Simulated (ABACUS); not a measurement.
ABACUS run on FeSi (P2_13, 8 atoms in the cell; from Materials Project mp-871, lattice scaled a little): self-consistent single point.

Computed with PBE, numerical atomic orbitals DZP (confined pseudo-atomic orbitals; energy shift 0.01 Ry), PseudoDojo 0.5 standard norm-conserving PBE (tails mended) pseudopotentials run with ABACUS.

```
FeSi
1.0
    4.38416     0.00000     0.00000
    0.00000     4.38416     0.00000
    0.00000     0.00000     4.38416
Fe Si
4 4
Cartesian
  3.78393   2.79232   1.59185
  2.79232   1.59185   3.78393
  1.59185   3.78393   2.79232
  0.60024   0.60024   0.60024
  0.69577   1.49631   2.88785
  1.49631   2.88785   0.69577
  2.88785   0.69577   1.49631
  3.68839   3.68839   3.68839
```

Reference input (self-consistent single point, DFT, PBE, numerical atomic orbitals DZP (confined pseudo-atomic orbitals; energy shift 0.01 Ry), PseudoDojo 0.5 standard norm-conserving PBE (tails mended) pseudopotentials): basis = DZP numerical atomic orbitals, energy shift 0.01 Ry; KPT = Gamma 5 5 5 0 0 0; basis_type = lcao; ecutwfc = 100 Ry; smearing_method = mv; smearing_sigma = 0.0146997 Ry; potentials = PseudoDojo 0.5 standard norm-conserving PBE (tails mended); symmetry = 1; symmetry_prec = 1e-05; ks_solver = scalapack_gvx; scf_nmax = 100; scf_thr = 1.0e-07. This run's input differs from it in these lines:

```diff
@@ -60,3 +60,3 @@
 Gamma
-5 5 5 0 0 0
+1 1 1 0 0 0
```

The program printed (abridged):

```
 SELF-CONSISTENT
 -------------------------------------------

                  longest orb rcut (Bohr) = 6.9
   longest nonlocal projector rcut (Bohr) = 1.94
                     search radius (Bohr) = 17.7

                          real space grid = [ 54, 54, 54 ]
                                 init_chg = atomic

 LCAO ALGORITHM --------------- ION=   1  ELEC=   1--------------------------------

 Density error is 0.0613359757159
 E_KohnSham     -1036.1938392869     -14098.1404467983
 E_Fermi        1.2633233214         17.1883955878

 LCAO ALGORITHM --------------- ION=   1  ELEC=   2--------------------------------

   [... lines left out ...]

   [... 7 blocks of this kind left out ...]

 LCAO ALGORITHM --------------- ION=   1  ELEC=  10--------------------------------

 Density error is 1.39839658524e-07
 E_KohnSham     -1036.2596393018     -14099.0357019295
 E_Fermi        1.3060078325         17.7691481544

 LCAO ALGORITHM --------------- ION=   1  ELEC=  11--------------------------------

 Density error is 5.84563183716e-09
 E_KohnSham     -1036.2596393018     -14099.0357019291
 E_KS(sigma->0) -1036.2608042010     -14099.0515511961
 E_entropy(-TS) 0.0023297984         0.0316985338
 E_Fermi        1.3060076871         17.7691461767
 charge density convergence is achieved
 final etot is -14099.035702 eV
 EFERMI = 17.769146177 eV

 STATE ENERGY(eV) AND OCCUPATIONS    NSPIN == 1
   [... 47 lines left out ...]

 TOTAL-FORCE (eV/Angstrom)
                       Fe1         0.0385158806        -0.0385158806         0.0385158806
                       Fe2        -0.0385158806         0.0385158806         0.0385158806
                       Fe3         0.0385158806         0.0385158806        -0.0385158806
                       Fe4        -0.0385158806        -0.0385158806        -0.0385158806
                       Si1         0.2426103163        -0.2426103163         0.2426103163
                       Si2        -0.2426103163         0.2426103163         0.2426103163
                       Si3         0.2426103163         0.2426103163        -0.2426103163
   [... lines left out ...]

 TOTAL-STRESS (KBAR)
       119.8620873325        -0.0000000000         0.0000000000
        -0.0000000000       119.8620873325        -0.0000000000
        -0.0000000000         0.0000000000       119.8620873325
 TOTAL-PRESSURE: 119.862087 KBAR

 --------------------------------------------
 !FINAL_ETOT_IS -14099.0357019291386678 eV
 --------------------------------------------
```

The run converged in 11 iterations. Against the reference run the free energy rises by 429 meV/atom, the pressure goes from 8.41 to 11.99 GPa and the largest force goes from 0.160 to 0.420 eV/Å.

The atom-centred basis is finite, which shifts total energies, pressures and forces against plane waves. The run has no spin polarisation, so moments on Fe cannot form. This run is one point of a test of settings, so its values need not be converged; read them against the reference run alone. The structure comes from a collection of computed structures, made at another level of theory; the collection holds predicted forms beside known ones. Its lattice was then scaled. With one or two k-points the zone of this small cell is coarsely sampled: energies, forces and stress carry that error and can break the symmetry, so a converged loop does not mean converged values.

Cost on one core: very roughly 40 core-seconds.

The atomic orbitals were generated for these runs; they are not ABACUS's published sets and were checked against plane waves on a few crystals only.

“Tails mended”: in these copies of the files the far tail of each local potential was reset to the Coulomb form.
